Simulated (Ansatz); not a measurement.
WS2 under strain

Method: Ansatz, DFT PBEsol+D3(BJ), scalar-relativistic, plane waves, PAW. Settings: 420 eV cutoff, 12×12×4 k-mesh, Gaussian smearing of 0.02 eV, no spin polarisation.

Reference structure (relaxed):

```xyz
6
Lattice="3.1147 0.0000 0.0000 -1.5574 2.6974 0.0000 0.0000 0.0000 11.7765" Properties=species:S:1:pos:R:3 pbc="T T T"
W     0.0000    1.7983    8.8299
W     1.5574    0.8991    2.9466
S     0.0000    1.7983    1.3744
S     1.5574    0.8991    7.2577
S     0.0000    1.7983    4.5188
S     1.5574    0.8991   10.4021
```

Deformation: c alone is stretched, the rest of the cell is held and the atoms relax, all within the symmetry that the strain leaves. Energies are extrapolated to zero smearing. Gaps are Kohn–Sham gaps over the whole zone.

Spin-orbit coupling is left out, which matters for the bands and energies of heavy elements.

Q: Give the structure at -1.0 %.

A:
```xyz
6
Lattice="3.1147 0.0000 0.0000 -1.5574 2.6974 0.0000 0.0000 0.0000 11.6587" Properties=species:S:1:pos:R:3 pbc="T T T"
W     0.0000    1.7983    8.7433
W     1.5574    0.8991    2.9154
S     0.0000    1.7983    1.3453
S     1.5574    0.8991    7.1732
S     0.0000    1.7983    4.4856
S     1.5574    0.8991   10.3134
```
Space group P6_3/mmc (194), 0.5 meV/atom over the relaxed crystal.

Cost: 7 runs of about 5.1 core-minutes in all, on Arm Neoverse V1 (shared hosts).